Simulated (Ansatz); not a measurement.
C in space group Pnma (No. 62; C on 4c, C on 4c, C on 4c, C on 4c) at seven volumes, r²SCAN (plane waves, PAW; program Ansatz), shape and atoms relaxed at each. One row is withheld.

| V (Å³/atom) | P (GPa) |
|---|---|
| 5.364 | 46.48 |
| 5.541 | ? |
| 5.718 | 13.37 |
| 5.895 | 0.00 |
| 6.072 | -11.62 |
| 6.248 | -21.72 |
| 6.425 | -30.48 |

### Question
Fit the shown pressures and predict the withheld one.

### Answer
P = (3/2)B₀(x^(7/2) − x^(5/2))[1 + (3/4)(B′ − 4)(x − 1)] with x = (V₀/V)^(2/3). Least squares on the six rows gives V₀ = 5.895 Å³/atom, B₀ = 415 GPa, B′ = 3.65. At V = 5.541, x = 1.0422 and P = 28.77 GPa. The run itself gave 28.76 GPa.

The start of the workflow was typed in or built on a structure type; neither database checked (COD, Materials Project) lists it. It is not the phase usual at ambient conditions (space group No. 194, 227). The r²SCAN relaxation kept the symmetry of its start; whether a distortion lowers the energy is not shown.

Potentials: the earlier of the program's two PAW sets.
